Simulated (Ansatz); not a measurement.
Ta₃N₅ in space group Cmcm (No. 63; Pearson symbol oS32), the program Ansatz at the r²SCAN level (PAW). The conduction-band minimum lies at Y, with 1 equivalent valley. Second derivatives d²E/dk² of the lowest band at one valley (eV·Å²), along Cartesian directions:

```
direction  d²E/dk²
---------  -------
[100]        38.62
[010]        2.645
[001]        9.938
[110]        20.65
[101]        24.28
[011]        6.293
```

Find the principal effective masses, the density-of-states mass and the conductivity mass.

Off-diagonal terms follow from H_xy = H[110] − (H_xx + H_yy)/2, and m*/mₑ = 7.620 eV·Å² over each eigenvalue: 0.20, 0.77, 2.9. One valley's DOS mass (m₁m₂m₃)^(1/3) = 0.76, conductivity mass 3/(Σ 1/mᵢ) = 0.45 mₑ.

What effective density of states Nc follows at 300 K for parabolic valleys?

Nc = 2.509e19 × 1 × (0.76)^(3/2) ≈ 1.7e19 cm⁻³.

The workflow started from a Materials Project entry (that database holds measured and hypothetical structures alike); the Crystallography Open Database files this formula in space group No. 63, but the cells were not matched. Whether it is the stable phase at ambient conditions was not checked. The cell was relaxed with r²SCAN under the symmetry of its start; whether a distortion lowers the energy is not shown. The run is not spin-polarised. Scalar-relativistic: spin–orbit coupling is off unless named, which matters more the heavier the elements.

Potentials: the later of the program's two PAW sets.

Edges and masses are those of Kohn–Sham bands, whose gap is no quasiparticle gap.
